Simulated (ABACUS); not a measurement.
Consider a self-consistent single point of a model cell of TaN (Pnma, 8 atoms in the cell; prototype structure).

```xyz
8
Lattice="5.2217 0.0000 0.0000 0.0000 3.1681 0.0000 0.0000 0.0000 5.8808" Properties=species:S:1:pos:R:3 pbc="T T T"
Ta     2.6401     0.7920     4.0883
Ta     0.0292     0.7920     4.7329
Ta     2.5816     2.3761     1.7925
Ta     5.1925     2.3761     1.1479
N      3.5920     0.7920     0.4093
N      0.9812     0.7920     2.5311
N      1.6297     2.3761     5.4715
N      4.2406     2.3761     3.3497
```

All values come from this method and carry its errors: PBE, numerical atomic orbitals DZP (confined pseudo-atomic orbitals; energy shift 0.003 Ry), PseudoDojo 0.5 standard norm-conserving PBE (tails mended) pseudopotentials (ABACUS 3.10.1).

ABACUS settings:

```
key                                                                   value
---------------  ----------------------------------------------------------
basis                  DZP numerical atomic orbitals, energy shift 0.003 Ry
KPT                                                       Gamma 4 5 3 0 0 0
basis_type                                                             lcao
dft_functional                                                          PBE
ecutwfc                                                              100 Ry
smearing_method                                                    gaussian
smearing_sigma                                                0.00999582 Ry
potentials       PseudoDojo 0.5 standard norm-conserving PBE (tails mended)
symmetry                                                                  1
symmetry_prec                                                         1e-05
ks_solver                                                     scalapack_gvx
scf_nmax                                                                100
scf_thr                                                             1.0e-07
mixing_type                                                         broyden
mixing_beta                                                             0.4
```

Results:

| Property | Value |
|---|---|
| Number of valence electrons | 72 |
| Number of bands | 46 |
| Number of k-points after the program's reduction | 18 |
| Size of the basis | 128 |
| Number of SCF iterations | 11 |
| Free energy E − TS | -8216.1688 eV |
| Fermi level (on the code's own zero) | 17.28 eV |
| Pressure | -12.26 GPa |
| Largest force (vector length) | 2.183 eV/Å |

Forces (eV/Å):
```json
[
 {"atom": "Ta1", "Fx": "0.238", "Fy": "0.000", "Fz": "1.399"},
 {"atom": "Ta2", "Fx": "0.238", "Fy": "0.000", "Fz": "-1.399"},
 {"atom": "Ta3", "Fx": "-0.238", "Fy": "0.000", "Fz": "-1.399"},
 {"atom": "Ta4", "Fx": "-0.238", "Fy": "0.000", "Fz": "1.399"},
 {"atom": "N5", "Fx": "1.953", "Fy": "0.000", "Fz": "0.974"},
 {"atom": "N6", "Fx": "1.953", "Fy": "0.000", "Fz": "-0.974"},
 {"atom": "N7", "Fx": "-1.953", "Fy": "0.000", "Fz": "-0.974"},
 {"atom": "N8", "Fx": "-1.953", "Fy": "0.000", "Fz": "0.974"}
]
```

Stress (GPa, positive for compression):
```
 15.31    0.00    0.00
  0.00  -23.39    0.00
  0.00    0.00  -28.70
```

The cell was set up from a structure prototype or typed lattice constants and was not relaxed beforehand at this level. The atom-centred basis is finite, which shifts total energies, pressures and forces against plane waves. Forces above 1 eV/Å remain at this geometry, of which the finite basis can carry a part. No clean gap shows at this smearing width and mesh (spacing up to 0.40 Å⁻¹); the mesh is coarse for partly filled bands, so the values carry mesh errors.

Cost on one core: about 50 core-seconds (a rough figure).

The atomic orbitals were generated for these runs; they are not ABACUS's published sets and were checked against plane waves on a few crystals only.

“Tails mended”: in these copies of the files the far tail of each local potential was reset to the Coulomb form.
